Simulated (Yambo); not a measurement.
Absorption of Rb$_{2}$LiScF$_{6}$ (space group Fm-3m, No. 225) with and without the electron-hole interaction (Yambo, PBEsol bands; 4×4×4 mesh, 18 valence and 11 conduction bands, static screening with 92 bands and a 3 Ry block, scissor 5.13 eV, Tamm-Dancoff; field along x).

```
E (eV)  Im ε, BSE  Im ε, independent quasiparticles
------  ---------  --------------------------------
7.75         0.03                              0.01
7.85         0.04                              0.01
7.95         0.04                              0.01
8.05         0.04                              0.01
8.15         0.05                              0.01
8.25         0.05                              0.01
8.35         0.06                              0.01
8.45         0.07                              0.01
8.55         0.08                              0.01
8.65         0.10                              0.02
8.75         0.13                              0.02
8.85         0.17                              0.02
8.95         0.26                              0.02
9.05         0.42                              0.02
9.15         0.48                              0.02
9.25         0.45                              0.02
9.35         0.56                              0.02
9.45         0.88                              0.02
9.55         1.03                              0.02
9.65         0.76                              0.02
9.75         0.66                              0.03
9.85         0.67                              0.03
9.95         0.49                              0.03
10.05        0.35                              0.03
10.15        0.29                              0.03
10.25        0.28                              0.04
10.35        0.30                              0.04
10.45        0.33                              0.04
10.55        0.40                              0.05
10.65        0.51                              0.05
10.75        0.70                              0.05
10.85        1.05                              0.06
10.95        1.55                              0.07
11.05        2.01                              0.07
11.15        2.76                              0.08
11.25        3.86                              0.10
11.35        5.48                              0.11
11.45        6.04                              0.13
11.55        4.39                              0.16
11.65        3.02                              0.20
11.75        2.89                              0.26
11.85        3.51                              0.36
11.95        3.91                              0.55
12.05        3.20                              0.86
12.15        2.50                              1.32
12.25        1.81                              1.82
12.35        1.68                              2.26
12.45        1.74                              2.59
12.55        1.31                              2.52
12.65        0.97                              2.05
12.75        0.85                              1.52
12.85        0.87                              1.07
12.95        1.13                              0.82
13.05        1.56                              0.73
13.15        1.91                              0.73
13.25        1.70                              0.86
13.35        1.29                              1.01
13.45        1.07                              0.95
13.55        0.96                              0.90
13.65        1.09                              0.91
13.75        1.06                              0.84
13.85        0.99                              0.88
13.95        0.97                              1.07
14.05        0.83                              1.39
14.15        0.81                              1.73
14.25        0.66                              2.07
14.35        0.53                              2.28
14.45        0.52                              2.24
14.55        0.48                              2.24
14.65        0.50                              2.35
```

The scissor comes from a G0W0 run whose convergence isn't established. Broadening 0.15 eV. The band window holds all transitions up to 17.0 eV. Fine structure above the onset can come from the mesh.

Geometry of the Materials Project entry, not relaxed at this level; primitive cell a = b = c = 5.9871 Å, α = β = γ = 60.00°.

The structure is a Materials Project entry; no match was found in the copy of COD used, and its stability was not checked.
